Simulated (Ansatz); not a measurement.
Sc (fcc, Cu type)

Space group Fm-3m (No. 225); a = b = c = 4.5528 Å, α = β = γ = 90.00°

```tsv
atom	site	symmetry	x	y	z
Sc	4a	m-3m	0.0000	0.0000	0.0000
```
(The calculation used a cell of 1 atom; values per cell refer to that cell.)

Equation-of-state scan: isotropic scaling of the cell above, V₀ being its volume. Symmetry pins the atoms to their sites.

All values below come from PBEsol (plane waves to 420 eV, PAW, scalar-relativistic; Ansatz, a program for electronic structure). k mesh 18×18×18 (Γ-centred), Fermi-Dirac smearing 0.05 eV. Energies are smeared free energies. Sc is run without spin polarisation. Sc was relaxed with its symmetry unable to fall. This is one of several known forms of Sc; the measured ambient cells at hand have space group No. 194. ΔE is measured from the relaxed starting cell. The last digit holds for this mesh only.

```csv
V (Å³/atom),ΔE (meV/atom)
19.817,128.6
20.761,67.9
21.705,28.4
22.648,6.7
23.592,0.0
24.536,5.9
25.479,22.6
26.423,48.5
27.367,82.0
```

Question: What is the fitted pressure derivative B₀′?

Answer: 3.2.

Question: What bulk modulus B₀ follows from a third-order Birch-Murnaghan fit?

Answer: 53.8 GPa. Check by three points about V = 23.592 Å³/atom, step 1.887: d²E/dV² ≈ (28 − 2·0 + 23) meV / 1.887² = 0.0143 eV/Å⁶, and V·d²E/dV² × 160.2 = 54.1 GPa.

(A scan under strain: stresses follow from slopes of the energy per volume, elastic moduli from its curvatures.)
